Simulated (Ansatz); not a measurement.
The start is a generated trial cell of MgSe in the tenorite structure type. Cell shape, volume and atoms are optimised at zero target pressure with r2SCAN (plane waves to 500 eV, PAW, scalar-relativistic; Ansatz, an electronic-structure program). The first steps use a coarse 6×6×4 k-mesh.

Input geometry:
```yaml
crystal:
  lattice:
    - [3.32880, -2.43264, 0.00000]
    - [3.32880, 2.43264, 0.00000]
    - [-1.20823, 0.00000, 7.18929]
  atoms:
    - { symbol: Mg, position: [0.00000, 0.50000, 0.00000] }
    - { symbol: Mg, position: [0.50000, 0.00000, 0.50000] }
    - { symbol: Se, position: [0.58160, 0.41840, 0.25000] }
    - { symbol: Se, position: [0.41840, 0.58160, 0.75000] }
```

Question: How large is the pressure on the unrelaxed cell, and of which sign?

Answer: -6.3 GPa (negative: the cell is under tension).

Question: What is the largest force in the starting geometry, and on which atom (counted from 1)?

Answer: 0.07 eV/Å, on Se3, Se4 (atoms numbered as listed).

Question: Does the structure survive the relaxation? Give the final space group.

Answer: The space group goes from C2/c (No. 15) to Fm-3m (No. 225); the end is rock salt type, with 2 atoms in the primitive cell.

Question: By how much does the energy per atom fall from start to end?

Answer: 0.37 eV/atom.

Question: How does the volume per atom move from start to end?

Answer: -29.6 %, from 29.11 to 20.48 Å³/atom.

Question: How do the shortest distances between atoms change?

Answer: The closest pairs of elements (up to four, under 3.6 Å), start → end: Mg–Se 2.77 → 2.74 Å.

Question: What band gap does the relaxed structure have at this level?

Answer: 2.48 eV, indirect (valence top at Γ, conduction bottom at X) (no spin-orbit coupling).

Question: Give the final cell and atomic positions.

Answer: 
Space group Fm-3m (No. 225); a = b = c = 5.472 Å, α = β = γ = 90.00°

```csv
atom,site,symmetry,x,y,z
Mg,4b,m-3m,0.5000,0.5000,0.5000
Se,4a,m-3m,0.0000,0.0000,0.0000
```
(The calculation used a cell of 2 atoms; values per cell refer to that cell.)

Final values are on a 10×10×10 k-mesh of the relaxed cell. No spin polarisation in the result.

The run could not lose the symmetry of its start; a randomly shaken copy of 4 atoms returns to this structure.
